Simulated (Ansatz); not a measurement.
Ansatz input

```yaml
crystal:
  lattice:
    - [0.0, 1.5800832824, 1.5800832824]
    - [1.5800832824, 0.0, 1.5800832824]
    - [1.5800832824, 1.5800832824, 0.0]
  atoms:
    - { symbol: Be, position: [0.0, 0.0, 0.0] }
hamiltonian:
  xc: blyp
  pseudopotentials:
    kind: paw
    azcp:
      Be: "pseudopotentials/Be.paw.azcp"
basis:
  ecutwfc: 420
  fft_grid_basis: typed
kpoints:
  mp_grid: { grid: [28, 28, 28], shift: [0, 0, 0] }
magnetization:
  spin_polarized: false
scf:
  occupations: { method: fermi_dirac, width: 0.1 }
```

Output

```
Engine: ansatz 0.2.0, aarch64-unknown-linux-gnu
Pseudopotentials: kind: paw
Pseudopotential: Be, paw, valence charge 2, recommended cutoff 420 eV (normal) 
Functional definition: BLYP
  parameter beta = 0.0042
  parameter a = 0.04918
  parameter b = 0.132
  parameter c = 0.2533
  parameter d = 0.349
  exchange = b88_x(beta = beta)
  correlation = lyp_c(a = a, b = b, c = c, d = d)
Crystal: 1 atoms, lattice volume = 7.890 Å³
Basis set: ecut = 420 eV, 169 PW (Γ), exchange–correlation on 30×30×30 points (8 copies of the dense FFT grid, shifted against one another)
Bands: 5, of which v1, the nominal top of the filled ones, is band 1 counted from 1 (0 counted from 0)
Symmetry: 48 space group operations
Space group: Fm-3m (ITA 225), of the structure as read, at distance tolerance 2.0e-5 Å
k-points: 624 of 21952
Non-local potential: Be, projectors of the file, l = 0: 2, l = 1: 2, l = 2: 1
PAW form: soft (Blöchl's): semilocal exchange-correlation on the pseudo side does not see the compensation charge
PAW frozen core: Be, regenerated for the run's functional, and the local potential with it (the file was generated under x = pbe(κ = 0.804, μ = 0.2195149727645171), c = pbe(β = 0.06672455060314922))
PAW one-centre angular grid: Be, 110 points (default); XC on 64 Gauss nodes
Initial density: superposition of atomic densities (neutral atoms: chi_scale 0, normalization atom), corrected by the library's trained network
Initial wavefunctions: pseudopotential atomic-orbital guess
Functional: x = b88, c = lyp
SCF iter   1: F=—  HF=-92.791134 eV  |F-HF|=—  |Δ(HF+E_count)|=         —  Δρ=3.23e-3  dr2=5.44e-4  ethr=1.77e-3  ⟨swp⟩=4.9  Hψ=29589  notcnv=0
SCF iter   2: F=—  HF=-92.791079 eV  |F-HF|=—  |Δ(HF+E_count)|=   5.51e-5  Δρ=1.59e-3  dr2=1.30e-4  ethr=2.72e-5  ⟨swp⟩=1.0  Hψ=8125  notcnv=0
SCF iter   3: F=—  HF=-92.791073 eV  |F-HF|=—  |Δ(HF+E_count)|=   5.39e-6  Δρ=3.70e-5  dr2=3.94e-8  ethr=6.49e-6  ⟨swp⟩=2.0  Hψ=3777  notcnv=0
SCF iter   4: F=—  HF=-92.791084 eV  |F-HF|=—  |Δ(HF+E_count)|=   1.10e-5  Δρ=8.05e-6  dr2=1.96e-9  ethr=1.97e-9  ⟨swp⟩=2.0  Hψ=3828  notcnv=0
iter 5 did not close the SCF: its close was put off for the readings that it lacked (scf_convergence_deferred on its scf_iter line)
SCF iter   5: F=-92.791084 eV  HF=-92.791084 eV  |F-HF|=5.43e-12  |Δ(HF+E_count)|=   8.36e-9  Δρ=2.04e-7  dr2=8.20e-13  ethr=9.79e-11  ⟨swp⟩=2.0  Hψ=3819  notcnv=0
SCF iter   6: F=-92.791084 eV  HF=-92.791084 eV  |F-HF|=0.00e0  |Δ(HF+E_count)|=  5.98e-12  Δρ=1.71e-8  dr2=1.37e-14  ethr=1.00e-12  ⟨swp⟩=1.0  Hψ=7920  notcnv=0
SCF 1 converged in 6 iterations: F = -92.791084 eV  dr2 = 1.37e-14
SCF converged after 6 iterations
Free energy (F): -92.791084 eV
Harris-Foulkes:  -92.791084 eV  (|F-HF|=0.00e0)
Internal energy: -92.787548 eV  (E = F + TS)
E sigma→0 (E₀):  -92.789316 eV
Entropy (-TS):   -0.003537 eV (-3.537 meV/atom)
Fermi energy:    9.046670 eV
--- Per-component energies (eV) ---
  E_band       = 7.185782
  E_kinetic    = 21.339804
  E_local      = 2.516961  (includes V_loc(G=0)·N_el)
  E_nonlocal   = 4.628795
  E_hartree    = 0.020195
  E_xc         = -18.888760
  E_vxc        = -19.710587  (∫ρ·V_xc dr)
  E_paw        = -60.621615  (= ΣΔE_a)
  E_vpaw       = -1.629580  (= ΣTr[D̂ρ^β])
  E_aug_tail   = -0.000001  (compensation charges beyond the density's cutoff)
  E_ewald      = -41.782854
  E_core_change = -0.000075  (= ΣΔE_core)
  E_smearing   = -0.003537  (= −TS)
  E_closure    = 0.000000  (closes the sum)
  Σ components = -92.791084   (vs F -92.791084, Δ=0.00e0)
```
